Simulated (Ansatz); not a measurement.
SiC (zinc blende)

```yaml
crystal:
  lattice:
    - [0.00000, 2.17831, 2.17831]
    - [2.17831, 0.00000, 2.17831]
    - [2.17831, 2.17831, 0.00000]
  atoms:
    - { symbol: C, position: [0.75000, 0.75000, 0.75000] }
    - { symbol: Si, position: [0.00000, 0.00000, 0.00000] }
```

Level of theory: r2SCAN (plane waves to 500 eV, PAW, scalar-relativistic; Ansatz, a quantum-chemistry and plane-wave program). Harmonic phonons by density-functional perturbation theory on a 10×10×10 k mesh, in cm⁻¹; i marks imaginary ones, q is in fractions of the reciprocal vectors of the cell shown, and the three acoustic modes at Γ are left out. The non-analytic (LO-TO) term is not included, so polar modes at Γ have their transverse values. SiC was relaxed with its symmetry unable to fall. The PAW data are Ansatz's earlier set.

**Question.** Is the structure dynamically stable at Γ, L = (0.5, 0.0, 0.0), X = (0.5, 0.5, 0.0)?

**Answer.** No imaginary mode at these points (lowest 272 cm⁻¹ at L = (0.5, 0.0, 0.0)); other wave vectors were not tested.

**Question.** List the wavenumbers at Γ, L = (0.5, 0.0, 0.0), X = (0.5, 0.5, 0.0), with degeneracies.

**Answer.** 
| q | wavenumbers (cm⁻¹) |
|---|---|
| Γ | 799 (×3) |
| L = (0.5, 0.0, 0.0) | 272 (×2), 622, 770 (×2), 844 |
| X = (0.5, 0.5, 0.0) | 378 (×2), 644, 764 (×2), 834 |
